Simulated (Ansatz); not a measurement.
Property card for AlGa2Sb3

These are results of Ansatz 0.2.0, DFT PBE, scalar-relativistic, plane waves, PAW, not measurements.

Settings: cutoff 420 eV, Γ-centred mesh 12×12×6 on the computed 6-atom cell, Gaussian smearing of 0.10 eV; no spin polarisation.

The structure is relaxed at this level of theory with its symmetry kept, and needn't be the ground state of this composition.

Space group P-6m2 (No. 187). a = 5.260 Å, b = 5.260 Å, c = 6.110 Å, α = 90.00°, β = 90.00°, γ = 120.00°
```json
{"atom": "Al", "site": "1a", "symmetry": "-6m2", "x": "0.0000", "y": "0.0000", "z": "0.0000"}
{"atom": "Ga", "site": "2i", "symmetry": "3m.", "x": "0.6667", "y": "0.3333", "z": "0.2418"}
{"atom": "Sb", "site": "1b", "symmetry": "-6m2", "x": "0.0000", "y": "0.0000", "z": "0.5000"}
{"atom": "Sb", "site": "1c", "symmetry": "-6m2", "x": "0.3333", "y": "0.6667", "z": "0.0000"}
{"atom": "Sb", "site": "1d", "symmetry": "-6m2", "x": "0.3333", "y": "0.6667", "z": "0.5000"}
```

```json
{
  "Space group": "P-6m2 (No. 187)",
  "Volume per atom": "24.40 Å³",
  "Formation energy from the elements' standard states (uncorrected)": "+0.132 eV/atom",
  "Kohn–Sham band gap": "none (metal)",
  "Density of states at the Fermi level": "3.0 states/eV per cell",
  "Orbital (Löwdin) character within 0.5 eV of the Fermi level": "Sb 5p 40 %, Ga 4p 26 %, Al 3p 11 %, Sb 5s 7 %",
  "Bader charge by site (e)": "Al (1 in the cell) 0.61, Ga (2 in the cell) 0.13, Sb (1 in the cell) -0.32, Sb (1 in the cell) -0.49, Sb (1 in the cell) -0.06"
}
```

Spin-orbit coupling is left out, which matters for the bands of heavy elements.

Another cell of AlGa2Sb3 relaxed alike, in P4mm, lies 37 meV/atom lower, so this cell isn't the stable form at this level.

The cell was found from a structure generator's guess, not taken from experiment. Löwdin shares on free-atom orbitals overweight diffuse shells.
